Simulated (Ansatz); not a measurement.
C$_{8}$H$_{4}$N$_{6}$PtZn:
```
CELL_PARAMETERS angstrom
      7.12011     0.00000     0.00000
      0.00000     7.38794     0.00000
      0.00000     0.00000     7.42090
ATOMIC_POSITIONS crystal
  Zn 0.00000 0.00000 0.00000
  Pt 0.00000 0.50000 0.50000
  N  0.00000 0.80075 0.79733
  C  0.00000 0.68898 0.68790
  N  0.00000 0.19925 0.79733
  C  0.00000 0.31102 0.68790
  N  0.00000 0.80075 0.20267
  C  0.00000 0.68898 0.31210
  N  0.00000 0.19925 0.20267
  C  0.00000 0.31102 0.31210
  N  0.30658 0.00000 0.00000
  N  0.69342 0.00000 0.00000
  C  0.40267 0.00000 0.84613
  H  0.32147 0.00000 0.72281
  C  0.40267 0.00000 0.15387
  H  0.32147 0.00000 0.27719
  C  0.59733 0.00000 0.84613
  H  0.67853 0.00000 0.72281
  C  0.59733 0.00000 0.15387
  H  0.67853 0.00000 0.27719
```

Relaxed with r²SCAN+D4. Special points in fractions of this cell's reciprocal vectors: Γ (0.000, 0.000, 0.000); X (0.500, 0.000, 0.000); S (0.500, 0.500, 0.000); Y (0.000, 0.500, 0.000); Z (0.000, 0.000, 0.500); U (0.500, 0.000, 0.500); R (0.500, 0.500, 0.500); T (0.000, 0.500, 0.500).

Question: List the band energies nearest the valence-band maximum at these points for r²SCAN+D4 in the plane-wave PAW code Ansatz.

Answer: In eV from the valence-band maximum; about four levels below and three above (degenerate sets whole), none deeper than 8.9 eV; points with the same levels are listed once.

| k | below | above |
|---|---|---|
| Γ | -0.35 -0.33 -0.23 -0.02 | 3.34 4.52 4.56 |
| X | -0.75 -0.36 -0.35 -0.16 | 3.34 4.31 4.50 |
| S | -0.54 -0.42 -0.29 -0.17 | 3.27 4.52 4.68 |
| Y | -0.39 -0.37 -0.18 0.00 | 3.33 4.58 4.71 |
| Z | -0.39 -0.37 -0.18 -0.02 | 3.37 4.57 4.65 |
| U | -0.54 -0.41 -0.30 -0.17 | 3.38 4.49 4.50 |
| R | -0.35 -0.35 -0.28 -0.12 | 3.38 4.49 4.62 |
| T | -0.33 -0.28 -0.12 -0.06 | 3.36 4.43 4.91 |

Space group Pmmm. The cell is a constructed one: a structure type filled with these elements; neither database checked (COD, Materials Project) lists it. Whether it is the stable phase at ambient conditions was not checked. The cell was relaxed with r²SCAN+D4 under the symmetry of its start; whether a distortion lowers the energy is not shown. The run is not spin-polarised. Spin–orbit coupling is left out wherever it is not named.

Potentials: the later of the program's two PAW sets.
